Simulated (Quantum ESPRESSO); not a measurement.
# Kohn-Sham bands of LiH (rock salt)

```
LiH
1.0
    0.00000     2.00862     2.00862
    2.00862     0.00000     2.00862
    2.00862     2.00862     0.00000
Li H
1 1
Cartesian
  0.00000   0.00000   0.00000
  2.00862   2.00862   2.00862
```

Cell from Materials Project (mp-23703), symmetrised, no further relaxation. COD (Crystallography Open Database) has an entry of this formula and space group (matched by these alone). Method: PBEsol plane waves in Quantum ESPRESSO 7.5 (PseudoDojo norm-conserving files, 60 Ry, no spin polarisation, no spin-orbit coupling), Bloch states on a 12×12×12 mesh through Γ, Wannier90 4.0.1. Density: 14×14×14 mesh, cold smearing 0.01 Ry.

Energies are relative to the valence-band maximum; weights are on the orthonormalised atomic waves of the pseudopotential files, averaged over the group. 4 electrons a cell are treated as valence.

Into which isolated groups do the bands fall, where do they lie and what are they made of?


```json
[
 {"bands": "1", "from (eV)": "-43.73", "to (eV)": "-43.67", "filling": "filled", "weight on atomic waves": "Li 1s 98 %"},
 {"bands": "2", "from (eV)": "-5.52", "to (eV)": "0.00", "filling": "filled", "weight on atomic waves": "H 1s 78 %, Li 2s 19 %"}
]
```

The Kohn-Sham gap over both meshes and the path is 2.76 eV.
